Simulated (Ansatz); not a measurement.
All numbers below come from DFT PBE, scalar-relativistic, plane waves, PAW (Ansatz 0.2.0). All cells share a 420 eV cutoff and Γ-centred k meshes spaced at most about 0.3 Å⁻¹ (about 0.25 or finer for metals, 2π included). No spin polarisation in the final relaxations.

Temperature and zero-point effects are left out. All come from trial cells, and lower structures may exist.

**Question.** Which of these relaxed structures of SrScH₆ is the lowest in energy?
1.

Space group Pm-3 (No. 200). a = 4.152 Å, b = 4.152 Å, c = 4.152 Å, α = 90.00°, β = 90.00°, γ = 90.00°
```tsv
atom	site	symmetry	x	y	z
Sr	1a	m-3.	0.0000	0.0000	0.0000
Sc	1b	m-3.	0.5000	0.5000	0.5000
H	6f	mm2..	0.0000	0.5000	0.7050
```

2.

Space group Pm (No. 6). a = 3.652 Å, b = 3.626 Å, c = 5.577 Å, α = 90.00°, β = 91.65°, γ = 90.00°
| atom | site | symmetry | x | y | z |
| --- | --- | --- | --- | --- | --- |
| Sr | 1b | m | 0.0451 | 0.5000 | 0.9493 |
| Sc | 1a | m | 0.5212 | 0.0000 | 0.4551 |
| H | 1a | m | 0.0351 | 0.0000 | 0.6227 |
| H | 1a | m | 0.5345 | 0.0000 | 0.8296 |
| H | 1b | m | 0.4897 | 0.5000 | 0.6303 |
| H | 1a | m | 0.0485 | 0.0000 | 0.2339 |
| H | 1b | m | 0.5664 | 0.5000 | 0.2428 |
| H | 1b | m | 0.2596 | 0.5000 | 0.5364 |

**Answer.** 2. It has space group Pm (No. 6); the next, 1, with space group Pm-3 (No. 200), lies 223 meV/atom higher. Counting H atoms around Sc and Sr (those within 1.25 times the shortest such distance or 1.15 times the sum of covalent radii), the lowest has Sr 13, Sc 11 and the next has Sr 12, Sc 12.

With hydrogen, zero-point motion can shift such differences by 10 meV/atom or more. Cells relaxed within their symmetry can be saddle points. The Pm cell of SrScH6 came from shaking the Pm-3 one. Some candidate types were left out of the draw beforehand, so a known form may be missing.
